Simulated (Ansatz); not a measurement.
Structure: KLaMgWO6 (F-43m) from a database structure, at its r2SCAN minimum. It is cubic, F-43m (No. 216); conventional cell a = 7.895 Å, 12.30 Å³ an atom. K has 12 O at 2.79 Å; La has 12 O at 2.79 Å; Mg has 6 O at 2.04 Å; W has 6 O at 1.91 Å; O has 1 W at 1.91 Å and 1 Mg at 2.04 Å and 2 La at 2.79 Å and 2 K at 2.79 Å.

```
CELL_PARAMETERS angstrom
0.00000 3.94765 3.94765
3.94765 0.00000 3.94765
3.94765 3.94765 0.00000
ATOMIC_POSITIONS crystal
K 0.75000 0.75000 0.75000
La 0.25000 0.25000 0.25000
Mg 0.00000 0.00000 0.00000
W 0.50000 0.50000 0.50000
O 0.74205 0.25795 0.25795
O 0.25795 0.74205 0.74205
O 0.74205 0.74205 0.25795
O 0.25795 0.25795 0.74205
O 0.25795 0.74205 0.25795
O 0.74205 0.25795 0.74205
```

The questions ask for values computed with Ansatz 0.2.0 on this geometry. Calculated for a static, non-magnetic cell.

Q: Is there a gap with PBE, and of what kind?

A: With PBE the valence top lies at Γ and the conduction bottom at X, 2.68 eV higher; the smallest vertical gap, at X, is 2.72 eV.

Q: Estimate the gap with PBE+SOC on 6×6×6.

A: PBE+SOC gives an indirect gap of 2.66 eV, from Γ to X; the least direct gap is 2.72 eV at X. The gap differs by -0.01 eV from PBE's.

Q: What does r2SCAN give for the gap (6×6×6 mesh)?

A: The r2SCAN gap is indirect, 3.08 eV (Γ to X), below the direct gap of 3.12 eV at X. The gap differs by +0.40 eV from PBE's.

Q: How does the gap change from PBE to HSE06 (4×4×4)?

A: With HSE06 the valence top lies at Γ and the conduction bottom at X, 4.18 eV higher; the smallest vertical gap, at X, is 4.23 eV. The gap differs by +1.50 eV from PBE's.

Q: How does the gap change from PBE to PBE0 (4×4×4)?

A: With PBE0 the valence top lies at Γ and the conduction bottom at X, 4.94 eV higher; the smallest vertical gap, at X, is 4.99 eV. The gap differs by +2.26 eV from PBE's.

Only the levels marked +SOC include spin-orbit coupling.

The meshes of the hybrids are coarse, so their gaps aren't converged to the digits shown.
